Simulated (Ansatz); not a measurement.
Ta₃Sb (Pm-3n): electronic heat capacity and spin susceptibility from the density of states

Computed with DFT r2SCAN, scalar-relativistic, plane waves, PAW (Ansatz 0.2.0).

Settings: cutoff 500 eV, Γ-centred mesh 8×8×8 on the computed 8-atom cell, Gaussian smearing of 0.10 eV; no spin polarisation.

Relaxed cell: Pm-3n, a = 5.270 Å, b = 5.270 Å, c = 5.270 Å, α = 90.00°, β = 90.00°, γ = 90.00°, 8 atoms in the primitive cell. Whether it is the stable form of this composition wasn't checked.

The density of states at the Fermi level is 1.891 states/eV in the cell of 8 atoms (2 formula units; both spins, tetrahedra on a 12×12×12 mesh). Averaged over bins of 0.1 eV the density runs from 1.6 to 4.4 states/eV within 0.2 eV of the Fermi level, so the figure hangs on the exact place of that level.

What Sommerfeld coefficient and Pauli susceptibility does this give?

Per formula unit N(E_F) = 0.946 states/eV. γ = (π²/3) k_B² N(E_F) N_A = 2.357 mJ/(mol K²) per state/eV, so γ = 2.2 mJ/(mol K²), a mole of formula units. χ_P = μ_B² N(E_F) N_A = 3.23×10⁻⁵ emu/mol per state/eV gives 3.1×10⁻⁵ emu/mol. This is the bare band result: a measured γ of the same phase is as a rule larger by a factor 1 + λ from phonons and spin fluctuations, the spin part of χ is larger by the Stoner factor, and a measured χ also holds orbital and core terms. N(E_F) at one energy is sensitive to the mesh where the density of states has sharp peaks.

Spin-orbit coupling is left out, which matters for the bands of heavy elements.

Cost: 1 run of about 3 core-minutes, on Oxide Virtual Turin-like Processor (Zen 5) (shared hosts).